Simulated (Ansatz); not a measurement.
The relaxed structure here is a generated cell of CoSi2: the first start was made by placing the elements on the sites of a structure type, and the end was not matched to a known phase here, so it may be hypothetical. Known forms of CoSi2 include space group No. 225.

One starting cell of CoSi2 (a generated trial cell of CoSi2 in the C54 structure type) was relaxed twice with Ansatz (plane waves, PAW, scalar-relativistic): with PBEsol at 420 eV and with PBE at 420 eV. The PBEsol result:

```yaml
crystal:
  lattice:
    - [0.00000, 3.73088, 4.51063]
    - [2.07526, 0.00000, 4.51063]
    - [2.07526, 3.73088, 0.00000]
  atoms:
    - { symbol: Si, position: [0.66719, 0.33281, 0.66719] }
    - { symbol: Si, position: [0.33281, 0.66719, 0.33281] }
    - { symbol: Si, position: [0.58281, 0.91719, 0.58281] }
    - { symbol: Si, position: [0.91719, 0.58281, 0.91719] }
    - { symbol: Co, position: [0.00000, 0.00000, 0.00000] }
    - { symbol: Co, position: [0.25000, 0.25000, 0.25000] }
```

| quantity | PBEsol | PBE |
|---|---|---|
| space group | Fddd | Fddd |
| volume (Å³/atom) | 11.64 | 11.98 |
| a (Å) | 4.151 | 4.185 |
| b (Å) | 7.462 | 7.534 |
| c (Å) | 9.021 | 9.120 |
| gap (eV, no spin-orbit coupling) | 0.00 | 0.00 |

Both levels end in the same structure; PBE's volume is 2.9 % larger. Neither column is exact.

No spin polarisation in the result. A magnetic state may lie lower.

The run could not lose the symmetry of its start: the end is stationary, and may be a saddle point rather than a minimum.

Ansatz is a first-principles code.
